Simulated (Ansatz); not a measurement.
Be₃N₂ in space group R3m (No. 160; Pearson symbol hR5) at seven volumes, plane-wave PAW PBEsol (Ansatz code), shape and atoms relaxed at each. One row is withheld.

```csv
V (Å³/atom),P (GPa)
6.147,24.01
6.350,14.87
6.553,6.92
6.755,0.00
6.958,-6.03
7.161,?
7.363,-15.87
```

Q: Fit the shown pressures and predict the withheld one.

A: Third-order Birch–Murnaghan: P = (3/2)B₀(x^(7/2) − x^(5/2))[1 + (3/4)(B′ − 4)(x − 1)] with x = (V₀/V)^(2/3). Least squares on the six rows gives V₀ = 6.755 Å³/atom, B₀ = 215.1 GPa, B′ = 3.57. At V = 7.161, x = 0.9618 and P = -11.31 GPa. The run itself gave -11.28 GPa.

The first step of the workflow began from a Materials Project structure, measured or hypothetical; the Crystallography Open Database copy checked does not list it. COD files the formula under space group No. 206. Its standing as an ambient phase is unchecked. Symmetry was held in the PBEsol relaxation; its stability against distortions is not shown here.

Potentials: the later of the program's two PAW sets.
